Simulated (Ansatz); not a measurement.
BeS:
```xyz
2
Lattice="0.0000 2.4188 2.4188 2.4188 0.0000 2.4188 2.4188 2.4188 0.0000" Properties=species:S:1:pos:R:3 pbc="T T T"
Be     0.0000     0.0000     0.0000
S      1.2094     1.2094     1.2094
```

Cartesian axes are those of the cell as given.

Task: Give the proper piezoelectric stress tensor with relaxed ions from DFT-PBEsol in the program Ansatz with PAW potentials.

Result: In C/m², rows x, y, z, Voigt columns; mesh uncertainty up to 0.00.
```
 0.00   0.00   0.00  -0.16   0.00   0.00
 0.00   0.00   0.00   0.00  -0.16   0.00
 0.00   0.00   0.00   0.00   0.00  -0.16
```

The elastic tensor of the same run (GPa):

```
      1     2     3     4     5     6
-  ----  ----  ----  ----  ----  ----
1   161  65.6  65.6   0.0   0.0   0.0
2  65.6   161  65.6   0.0   0.0   0.0
3  65.6  65.6   161   0.0   0.0   0.0
4   0.0   0.0   0.0  83.0   0.0   0.0
5   0.0   0.0   0.0   0.0  83.0   0.0
6   0.0   0.0   0.0   0.0   0.0  83.0
```

Task: Convert to strain constants d = e·S.

Result: In pC/N:
```
 0.0   0.0   0.0  -2.0   0.0   0.0
 0.0   0.0   0.0   0.0  -2.0   0.0
 0.0   0.0   0.0   0.0   0.0  -2.0
```

Space group F-43m (zinc blende). The cell was relaxed with PBEsol under the symmetry of its start. Signs of piezoelectric constants follow the polarity of the cell as given.

Potentials: the earlier of the program's two PAW sets. The files were generated under PBE; for other functionals the program regenerates the frozen cores, and for LDA and PBEsol the local potential too.
